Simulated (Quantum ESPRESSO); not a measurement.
RbBr: one setting swept

```
CELL_PARAMETERS angstrom
      0.00000     3.45595     3.45595
      3.45595     0.00000     3.45595
      3.45595     3.45595     0.00000
ATOMIC_POSITIONS crystal
  Rb 0.00000 0.00000 0.00000
  Br 0.50000 0.50000 0.50000
```
The cell comes from the Materials Project (a computed structure). It is RbBr in Fm-3m; whether this form has been observed was not checked. Stability against distortions was not tested.

Method: PBE GIPAW (a modified build of Quantum ESPRESSO, JTH PAW datasets); kept fixed: cutoff 20 Ha. Costs are rough, from a shared machine. These are absolute shieldings with no macroscopic susceptibility term; δ = σ_ref − σ needs a reference computed alike. No spin–orbit coupling; Rb is the heaviest element present. No d partial waves on Br: the paramagnetic term there is incompletely reconstructed.

```json
[
 {"k-mesh": "2×2×2 through Γ", "σ_iso Rb (ppm)": "2646.8", "σ_iso Br (ppm)": "2087.1", "f-sum rule missed by (%)": "2.1", "irreducible k-points": "3", "rough cost ratio": "about 1"},
 {"k-mesh": "3×3×3 through Γ", "σ_iso Rb (ppm)": "2981.6", "σ_iso Br (ppm)": "2501.0", "f-sum rule missed by (%)": "0.20", "irreducible k-points": "4", "rough cost ratio": "about 1"},
 {"k-mesh": "4×4×4 through Γ", "σ_iso Rb (ppm)": "3008.2", "σ_iso Br (ppm)": "2594.1", "f-sum rule missed by (%)": "0.03", "irreducible k-points": "8", "rough cost ratio": "2"},
 {"k-mesh": "5×5×5 through Γ", "σ_iso Rb (ppm)": "3013.1", "σ_iso Br (ppm)": "2609.5", "f-sum rule missed by (%)": "0.00", "irreducible k-points": "10", "rough cost ratio": "2"},
 {"k-mesh": "6×6×6 through Γ", "σ_iso Rb (ppm)": "3013.8", "σ_iso Br (ppm)": "2612.2", "f-sum rule missed by (%)": "0.00", "irreducible k-points": "16", "rough cost ratio": "3"},
 {"k-mesh": "7×7×7 through Γ", "σ_iso Rb (ppm)": "3013.9", "σ_iso Br (ppm)": "2612.6", "f-sum rule missed by (%)": "0.00", "irreducible k-points": "20", "rough cost ratio": "4"},
 {"k-mesh": "9×9×9 through Γ", "σ_iso Rb (ppm)": "3014.0", "σ_iso Br (ppm)": "2612.7", "f-sum rule missed by (%)": "0.00", "irreducible k-points": "35", "rough cost ratio": "8"}
]
```

Largest spread: σ_iso Br (ppm) moves over 525.6 across the rows.
